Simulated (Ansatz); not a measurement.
**SrCaLaBiO6: do the settings matter for the field gradients?**

Cell: a computed structure from the Materials Project (it need not be an observed phase).

Space group Pc (No. 7); a = 5.9068, b = 6.1288, c = 10.3574 Å, β = 124.69°.

```csv
site,Wyckoff,site symmetry,x,y,z
Sr,2a,1,0.7636,0.7996,0.7517
Ca,2a,1,0.4988,0.7562,0.0003
La,2a,1,0.2326,0.3105,0.7513
Bi,2a,1,0.9986,0.2477,0.0001
O9,2a,1,0.8935,0.9506,0.0630
O10,2a,1,0.1298,0.4677,0.4367
O13,2a,1,0.7676,0.4463,0.0555
O14,2a,1,0.2378,0.9294,0.4388
O17,2a,1,0.3410,0.6961,0.7391
O18,2a,1,0.6367,0.2067,0.7635
```

One atom of each set is listed.

Reference run. The numbers come from a DFT calculation in Ansatz (PBE, plane waves and PAW, scalar-relativistic, 420 eV cutoff, Γ-centred 5×4×3 k-points, Fermi–Dirac smearing 0.02 eV).

(1) The input is changed as follows: `basis.ecutwfc`: not typed → 600 eV; `kpoints.mp_grid.shift`: not typed → [0.5, 0.5, 0.5]; `kpoints.mp_grid.grid`: [5, 4, 3] → [2, 2, 2]. What happens to V_zz (10²¹ V/m²) and η?

Answers

(1) 

```csv
site,V_zz reference,η reference,V_zz changed,η changed
Sr,-5.83,0.22,-5.82,0.22
Ca,-0.58,0.99,0.58,0.98
La,-13.71,0.52,-13.66,0.52
Bi,5.23,0.74,5.18,0.72
O9,9.36,0.20,9.45,0.20
O10,8.60,0.39,8.65,0.39
O13,8.97,0.34,9.02,0.33
O14,8.84,0.15,8.87,0.15
O17,8.96,0.12,8.94,0.12
O18,8.81,0.09,8.79,0.09
```

The largest change of V_zz along a kept axis is on O9, from 9.36 to 9.45. In per cent, |V_zz| changes by 0 on Sr, 0 on La, -1 on Bi, 0 to +1 on O (all sites that start above 0.5, bar those whose gradient vanishes or changes sign or whose main axis turns by over 40°). On Ca the largest principal value lies along another axis in the second run, so the two V_zz can't be compared directly. SCF iterations: 7 and 7. In the changed run the k-mesh is coarser than the standard one, so its values aren't converged ones.

On the reference run: The largest force is 0.3 eV/Å, so the atoms aren't at the calculated equilibrium and relaxing them would move these values. Spin–orbit coupling is left out, which shifts gradients on Bi by a few per cent, and by more where contributions nearly cancel.
